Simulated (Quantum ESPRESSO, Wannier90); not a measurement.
LiTaO₃ (R3c), plane waves to Wannier functions

```xyz
10
Lattice="-2.5670 4.4461 0.0000 -5.1340 0.0000 0.0000 -2.5670 1.4820 4.6054" Properties=species:S:1:pos:R:3 pbc="T T T"
Li     2.5670    -1.4820    -0.6924
Li    -2.5670     1.4820     1.6103
Ta     0.0000     0.0000    -0.0075
Ta     2.5670    -1.4820     2.2952
O     -1.5663     0.1561    -1.3563
O      0.9183     1.2784    -1.3563
O      0.6480    -1.4345    -1.3563
O     -0.6480     1.5296     0.9465
O     -1.0007    -1.3260     0.9465
O      1.6487    -0.2037     0.9465
```

Structure: Materials Project mp-3666, symmetrised, not relaxed again. COD (Crystallography Open Database) has an entry of this formula and space group (matched by these alone). Level: PBEsol, no spin polarisation, no spin-orbit coupling; pw.x of Quantum ESPRESSO at 68 Ry with PseudoDojo potentials, 6×6×6 k-points, Wannier90. Density: 8×8×8 mesh, cold smearing 0.01 Ry. Spin-orbit coupling is left out although heavy elements are present.

Bands 35-40 form an isolated set from 3.85 to 6.43 eV relative to the valence-band maximum (on the path) and are turned into 6 Wannier functions by minimising the spread from the start: SCDM (isolated).

Where do the functions sit, how wide are they and what are they made of?


```tsv
functions	spread (Å²)	nearest atom, distance (Å)	second atom, distance (Å)	weight on atomic waves
6	2.91	Ta 0.15	O 1.79	Ta 5d 72 %, O 2p 22 %
```

Ω_I = 17.36 Å², Ω_total = 17.44 Å²; the interpolated bands follow pw.x to 0.4 meV rms on the path. Only this start was tried; a symmetric start can stop on a saddle, and mixtures of these functions could lower the total by at most Ω_total − Ω_I.
